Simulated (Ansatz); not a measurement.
One crystal and one scan (scan of one atom of the cell) at two levels, r2SCAN (plane waves to 500 eV, PAW, scalar-relativistic; Ansatz, a quantum-chemistry and plane-wave program) and PBE (plane waves to 420 eV, PAW, scalar-relativistic; Ansatz), each from its own relaxed cell and on its own mesh. The cell shown is that of r2SCAN.

Starting cell, GaP (zinc blende):

```xyz
2
Lattice="0.0000 2.7259 2.7259 2.7259 0.0000 2.7259 2.7259 2.7259 0.0000" Properties=species:S:1:pos:R:3 pbc="T T T"
P      4.0888     4.0888     4.0888
Ga     0.0000     0.0000     0.0000
```

In each cell atom 2 (Ga, nearest neighbour P at 2.361 Å; its periodic images, 3.9 Å or more away, move with it) moves by s·(0.707, 0.707, 0.000) (along Cartesian [110]), the rest being held.

The energy includes the smearing's −TS. GaP was relaxed with its symmetry unable to fall. The PAW data are Ansatz's earlier set. As the smearing reaches across the gap at some points, energies and forces of such displacements shift with the k mesh and the smearing. Percentages come from the unrounded values.

Results of r2SCAN:

| Item | Value |
|---|---|
| Lattice constant a (Å) | 5.452 |
| Band gap of the relaxed cell, no spin-orbit coupling (eV) | 1.85 |
| Force constant k = d²E/ds² at s = 0 (finite differences) (eV/Å²) | 10.21 |
| Shape of the curve | a single well with its minimum at or next to zero displacement |

Question: Estimate the PBE values.

Answer: 
| quantity | PBE | r2SCAN − PBE |
|---|---|---|
| Lattice constant a (Å) | 5.506 | -0.054 (-1.0 %) |
| Band gap of the relaxed cell, no spin-orbit coupling (eV) | 1.58 | +0.27 (+17 %) |
| Force constant k = d²E/ds² at s = 0 (finite differences) (eV/Å²) | 9.37 | +0.84 (+8.9 %) |

r2SCAN gives the higher value for: band gap of the relaxed cell, no spin-orbit coupling; force constant k = d²E/ds² at s = 0. r2SCAN gives the lower value for: lattice constant a. Both give the same shape of the curve: a single well with its minimum at or next to zero displacement.

(A displaced cell: forces are minus the slopes of the energy, force constants its curvatures, and phonons follow from these.)
